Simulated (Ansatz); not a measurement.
An Ansatz (an electronic-structure program) input:

Ansatz 0.2 input:
```yaml
crystal:
  lattice:
    - [0.0, 2.2975327167, 2.2975327167]
    - [2.2975327167, 0.0, 2.2975327167]
    - [2.2975327167, 2.2975327167, 0.0]
  atoms:
    - { symbol: Na, position: [0.0, 0.0, 0.0] }
    - { symbol: F, position: [0.5, 0.5, 0.5] }
kpoints:
  mp_grid: { grid: [8, 8, 8] }
hamiltonian:
  xc: hse06
  pseudopotentials: { azcp: { folder: ./paw }, kind: paw }
scf:
  n_extra_bands: 6
  occupations: { method: fixed }
output:
  eigenvalues: true
  eigenstates:
    e_range: [-9.0, 18.9]
    kpoints:
      - [0.0, 0.0, 0.0]  # VBM
      - [0.0, 0.0, 0.0]  # CBM
      - [0.0, 0.0, 0.0]  # GAMMA
      - [0.5, 0.0, 0.5]  # X
      - [0.5, 0.5, 0.5]  # L
      - [0.5, 0.25, 0.75]  # W
      - [0.375, 0.375, 0.75]  # K
      - [0.625, 0.25, 0.625]  # U
```

Task: How many symmetry operations and irreducible k-points will the run report?

Result: 48 operations, 29 of 512 k-points.

Task: With a cutoff of 420 eV, how many plane waves at Γ?

Result: 459.

It took very roughly 70 core-seconds on shared server cores.

The points marked VBM and CBM come from a semilocal run.

Space group Fm-3m (rock salt). Symmetry was held in the r²SCAN relaxation.

Potentials: the earlier of the program's two PAW sets. The files were generated under PBE; for other functionals the program regenerates the frozen cores, and for LDA and PBEsol the local potential too.

Ansatz is a plane-wave DFT program.
